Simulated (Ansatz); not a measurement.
Se (trigonal-Se type, space group P3_121)

```
Se
1.0
    4.53455     0.00000     0.00000
   -2.26727     3.92703     0.00000
    0.00000     0.00000     5.04146
Se
3
Direct
  0.21814   0.00000   0.83333
  0.00000   0.21814   0.16667
  0.78186   0.78186   0.50000
```

The relaxed cell is deformed in two ways at once: its volume V is scaled, and at that volume it is stretched along z (the c axis of the conventional cell) so that c/a changes. Fractional atomic positions are held.

The numbers are results of PBE (plane waves to 420 eV, PAW, scalar-relativistic; Ansatz, a quantum-chemistry and plane-wave program), not measurements. k mesh 8×8×7 (Γ-centred), Fermi-Dirac smearing 0.05 eV. E stands for the smeared free energy. Stress and pressure are positive under compression. As the atoms are clamped, bonds stretch with the cell, which overstates energies and stresses. Se was relaxed with its symmetry unable to fall. ΔE is measured from the relaxed starting cell.

ΔE (meV/atom), with V/V₀ across and (c/a)/(c/a)₀ down:

```csv
(c/a)/(c/a)₀ \ V/V₀,0.920,0.947,0.973,1.000,1.027,1.053,1.080
0.960,49.3,25.9,11.2,4.0,3.4,8.4,18.3
0.973,42.7,20.9,7.6,1.8,2.3,8.5,19.4
0.987,37.1,16.8,5.0,0.4,2.2,9.4,21.4
1.000,32.4,13.6,3.2,0.0,3.0,11.3,24.3
1.013,28.5,11.3,2.3,0.4,4.6,14.0,28.0
1.027,25.4,9.8,2.3,1.6,7.0,17.6,32.5
1.040,23.1,9.1,3.0,3.7,10.2,21.9,37.9
```

P (GPa), with V/V₀ across and (c/a)/(c/a)₀ down:

```csv
(c/a)/(c/a)₀ \ V/V₀,0.920,0.947,0.973,1.000,1.027,1.053,1.080
0.960,5.65,3.78,2.16,0.75,-0.47,-1.52,-2.44
0.973,5.33,3.48,1.88,0.50,-0.70,-1.74,-2.63
0.987,5.00,3.18,1.61,0.25,-0.93,-1.95,-2.83
1.000,4.67,2.88,1.34,0.00,-1.16,-2.16,-3.03
1.013,4.35,2.58,1.06,-0.26,-1.39,-2.37,-3.22
1.027,4.02,2.28,0.79,-0.51,-1.62,-2.59,-3.42
1.040,3.69,1.98,0.51,-0.76,-1.85,-2.80,-3.61
```

Key numbers:

```
Property                                                                                                                            Result
--------------------------------------------------------------------------------------  --------------------------------------------------
Modulus against c/a change at fixed volume, (3/4V)·∂²E/∂(ln c/a)² (fit, atoms clamped)   19.3 GPa, an upper bound as the atoms could relax
Lowest place on the grid                                                                 V/V₀ = 1.000, (c/a)/(c/a)₀ = 1.000 (0.0 meV/atom)
Highest place on the grid                                                               V/V₀ = 0.920, (c/a)/(c/a)₀ = 0.960 (49.3 meV/atom)
```

(Under strain, the slope of the energy per volume gives the stress and its curvature an elastic modulus.)
